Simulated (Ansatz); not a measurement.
Consider the following.

Ag (fcc, Cu type)

```
CELL_PARAMETERS angstrom
      4.10551     0.00000     0.00000
      0.00000     4.10551     0.00000
      0.00000     0.00000     4.10551
ATOMIC_POSITIONS crystal
  Ag 0.00000 0.00000 0.00000
  Ag 0.50000 0.50000 0.00000
  Ag 0.50000 0.00000 0.50000
  Ag 0.00000 0.50000 0.50000
```

Scan: atom 2 (Ag, nearest neighbour Ag at 2.903 Å; its periodic images, 4.1 Å or more away, move with it) is displaced towards the nearest neighbour, direction (-0.707, -0.707, 0.000) in Cartesian axes, by s. The other atoms stay.

The numbers are results of r2SCAN (plane waves to 500 eV, PAW, scalar-relativistic; Ansatz, an electronic-structure program), not measurements. k mesh 9×9×9 (Γ-centred), Fermi-Dirac smearing 0.05 eV. E stands for the smeared free energy. With partly filled bands, energies and forces of such displacements shift with the k mesh and the smearing. On this mesh the relaxed cell isn't quite at rest: it carries a pressure of -0.1 GPa (compression positive) at the zero of the scan. Ag was relaxed with its symmetry unable to fall. The PAW data are Ansatz's earlier set. ΔE is measured from the undisplaced structure.

The scan covers s from -0.290 to 0.290 Å in 11 points.

Problem. Is the energy the same for equal positive and negative displacements?

Solution. Even: the same for both signs. With its periodic images moving along, the atom's site symmetry in this cell is m-3m.

Problem. What force acts on the atom along the line at s = -0.290 Å?

Solution. 1.68 eV/Å.

Problem. What is the force constant k = d²E/ds² of this move at s = 0?

Solution. 4.96 eV/Å².

(A displaced cell: forces are minus the slopes of the energy, force constants its curvatures, and phonons follow from these.)
